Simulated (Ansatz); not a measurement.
BiCl3:
Space group Pnma (No. 62); a = 7.601 Å, b = 8.872 Å, c = 6.314 Å, α = 90.00°, β = 90.00°, γ = 90.00°

```
atom  site  symmetry       x       y       z
----  ----  --------  ------  ------  ------
Bi      4c       .m.  0.4354  0.2500  0.4872
Cl      8d         1  0.1745  0.0622  0.1423
Cl      4c       .m.  0.0489  0.2500  0.6394
```

Relaxed with r²SCAN+D4.

Question: Which orbitals make up the states near the band edges in plane-wave PAW r²SCAN+D4 (Ansatz code)?

Answer: Top 1 eV of the valence band: Cl 3p 95 %. Bottom 1 eV of the conduction band: Bi 6p 67 %, Cl 3p 22 %, outside the projected shells 5 %. Projections are on Löwdin-orthogonalised atomic valence shells; empty p or d shells of many metals are not among them.

Question: Tabulate the density of states.

Answer: States/eV per cell of 16 atoms, in 0.25 eV bins, energy from the valence-band maximum.

| E (eV) | total | Cl 3p | Bi 6p | Cl 3s |
|---|---|---|---|---|
| -7.86 | 0.00 | 0.00 | 0.00 | 0.00 |
| -7.61 | 0.00 | 0.00 | 0.00 | 0.00 |
| -7.36 | 0.00 | 0.00 | 0.00 | 0.00 |
| -7.11 | 0.00 | 0.00 | 0.00 | 0.00 |
| -6.86 | 0.00 | 0.00 | 0.00 | 0.00 |
| -6.61 | 0.00 | 0.00 | 0.00 | 0.00 |
| -6.36 | 0.00 | 0.00 | 0.00 | 0.00 |
| -6.11 | 0.00 | 0.00 | 0.00 | 0.00 |
| -5.86 | 0.00 | 0.00 | 0.00 | 0.00 |
| -5.61 | 0.00 | 0.00 | 0.00 | 0.00 |
| -5.36 | 0.00 | 0.00 | 0.00 | 0.00 |
| -5.11 | 0.00 | 0.00 | 0.00 | 0.00 |
| -4.86 | 0.00 | 0.00 | 0.00 | 0.00 |
| -4.61 | 0.00 | 0.00 | 0.00 | 0.00 |
| -4.36 | 0.00 | 0.00 | 0.00 | 0.00 |
| -4.11 | 0.00 | 0.00 | 0.00 | 0.00 |
| -3.86 | 2.54 | 1.78 | 0.69 | 0.04 |
| -3.61 | 14.13 | 10.21 | 3.61 | 0.18 |
| -3.36 | 12.13 | 8.99 | 2.81 | 0.22 |
| -3.11 | 15.08 | 11.29 | 3.35 | 0.27 |
| -2.86 | 16.36 | 12.29 | 3.53 | 0.25 |
| -2.61 | 13.22 | 10.32 | 2.33 | 0.24 |
| -2.36 | 13.04 | 10.50 | 1.96 | 0.27 |
| -2.11 | 8.10 | 6.78 | 0.98 | 0.14 |
| -1.86 | 8.82 | 8.10 | 0.51 | 0.08 |
| -1.61 | 19.95 | 18.73 | 0.78 | 0.11 |
| -1.36 | 23.36 | 22.27 | 0.59 | 0.09 |
| -1.11 | 20.40 | 19.45 | 0.43 | 0.06 |
| -0.86 | 31.63 | 30.19 | 0.54 | 0.05 |
| -0.61 | 32.83 | 31.45 | 0.45 | 0.04 |
| -0.36 | 35.69 | 33.72 | 0.50 | 0.03 |
| -0.11 | 20.73 | 19.90 | 0.21 | 0.02 |
| 0.14 | 0.00 | 0.00 | 0.00 | 0.00 |
| 0.39 | 0.00 | 0.00 | 0.00 | 0.00 |
| 0.64 | 0.00 | 0.00 | 0.00 | 0.00 |
| 0.89 | 0.00 | 0.00 | 0.00 | 0.00 |
| 1.14 | 0.00 | 0.00 | 0.00 | 0.00 |
| 1.39 | 0.00 | 0.00 | 0.00 | 0.00 |
| 1.64 | 0.00 | 0.00 | 0.00 | 0.00 |
| 1.89 | 0.00 | 0.00 | 0.00 | 0.00 |
| 2.14 | 0.00 | 0.00 | 0.00 | 0.00 |
| 2.39 | 0.00 | 0.00 | 0.00 | 0.00 |
| 2.64 | 0.00 | 0.00 | 0.00 | 0.00 |
| 2.89 | 0.00 | 0.00 | 0.00 | 0.00 |
| 3.14 | 0.00 | 0.00 | 0.00 | 0.00 |
| 3.39 | 0.00 | 0.00 | 0.00 | 0.00 |
| 3.64 | 0.00 | 0.00 | 0.00 | 0.00 |
| 3.89 | 4.71 | 0.90 | 3.26 | 0.30 |
| 4.14 | 11.16 | 2.32 | 7.53 | 0.63 |
| 4.39 | 13.83 | 3.14 | 9.22 | 0.65 |
| 4.64 | 12.79 | 3.10 | 8.47 | 0.46 |
| 4.89 | 11.13 | 2.82 | 7.30 | 0.30 |
| 5.14 | 12.80 | 3.37 | 8.11 | 0.36 |
| 5.39 | 9.74 | 2.66 | 6.13 | 0.23 |
| 5.64 | 10.77 | 3.03 | 6.80 | 0.21 |
| 5.89 | 6.61 | 1.88 | 4.13 | 0.12 |
| 6.14 | 2.44 | 0.70 | 1.48 | 0.04 |
| 6.39 | 0.00 | 0.00 | 0.00 | 0.00 |
| 6.64 | 0.00 | 0.00 | 0.00 | 0.00 |
| 6.89 | 0.00 | 0.00 | 0.00 | 0.00 |
| 7.14 | 0.00 | 0.00 | 0.00 | 0.00 |
| 7.39 | 0.00 | 0.00 | 0.00 | 0.00 |
| 7.64 | 0.00 | 0.00 | 0.00 | 0.00 |
| 7.89 | 0.00 | 0.00 | 0.00 | 0.00 |
| 8.14 | 0.00 | 0.00 | 0.00 | 0.00 |
| 8.39 | 0.00 | 0.00 | 0.00 | 0.00 |
| 8.64 | 0.15 | 0.00 | 0.00 | 0.00 |

The workflow started from a Materials Project entry (that database holds measured and hypothetical structures alike); the Crystallography Open Database copy checked does not list it. COD files the formula under space group No. 33, so this cell is another polymorph or a model. Whether it is the stable phase at ambient conditions was not checked. The r²SCAN+D4 relaxation kept the symmetry of its start; whether a distortion lowers the energy is not shown. Spin–orbit coupling is left out wherever it is not named.

Potentials: the later of the program's two PAW sets.
